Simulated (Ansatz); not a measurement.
Start of a relaxation of C2N:

Space group P-1 (No. 2). a = 2.328 Å, b = 2.796 Å, c = 3.481 Å, α = 70.41°, β = 78.95°, γ = 86.47°
| atom | site | symmetry | x | y | z |
| --- | --- | --- | --- | --- | --- |
| C | 2i | 1 | 0.2805 | 0.2818 | 0.8185 |
| C | 2i | 1 | 0.7935 | 0.5223 | 0.6718 |
| N | 2i | 1 | 0.8716 | 0.9803 | 0.7544 |

All numbers below come from Ansatz 0.2.0, DFT PBE, scalar-relativistic, plane waves, PAW. Cutoff 420 eV, Gaussian smearing, Γ-centred meshes. Cell and atoms relax first on a coarse mesh and then on a converged one. In between, the cell is made exact in the group found at 0.06 Å. The steps can't lower the symmetry of their start. No spin polarisation in the relaxation; trial moments died out in a coarse test.

A guess keeps its type if space group and coordination stay and the shape of the cell changes little (axis ratios within about 15 %, angles within 6°); the volume may change.

Question: Will the relaxed cell still be of the starting type?

Answer: It doesn't keep its type. The symmetry stays P-1 (No. 2). The volume per atom grows by 80.7 %, from 3.5 to 6.3 Å³. The shortest distance goes from 1.33 Å (C–C) to 1.44 Å (C–N). Counting neighbours within 15 % of an atom's shortest distance, the start has C 4/5, N 5 and the end C 4, N 3. In detail, at the end around C on its first site lie 2 N at 1.45–1.46 Å and 2 C at 1.60 Å; C on its second site is surrounded by 1 N at 1.44 Å and 3 C at 1.52–1.60 Å; N is surrounded by 3 C at 1.44–1.46 Å.

```cif
data_structure
_symmetry_space_group_name_H-M 'P 1'
_symmetry_Int_Tables_number 1
_cell_length_a 2.6343
_cell_length_b 3.6547
_cell_length_c 4.4099
_cell_angle_alpha 79.293
_cell_angle_beta 73.812
_cell_angle_gamma 68.897
_cell_volume 37.87
loop_
_atom_site_label
_atom_site_type_symbol
_atom_site_fract_x
_atom_site_fract_y
_atom_site_fract_z
_atom_site_occupancy
C1 C 0.99442 0.22266 0.80677 1
C2 C 0.44111 0.44948 0.67873 1
C3 C 0.55889 0.55052 0.32127 1
C4 C 0.00558 0.77734 0.19323 1
N1 N 0.14291 0.79721 0.84634 1
N2 N 0.85709 0.20279 0.15366 1
```

Energies over the elements count from the elements' standard structures at the same level (N₂ as a molecule), with no fitted energy shifts.

Question: At what energy does it end?

Answer: +0.673 eV/atom. It can't be a ground state, since the elements alone are lower.

The last run used a 14×10×8 mesh (in the run's order of axes) for its 6-atom cell and Gaussian smearing of 0.02 eV. The reference form of C is held partly by dispersion forces, which this level lacks. Symmetry constrained the relaxation, so the result can be a saddle point.

In counts of neighbours, a slash parts the counts of unlike sites.
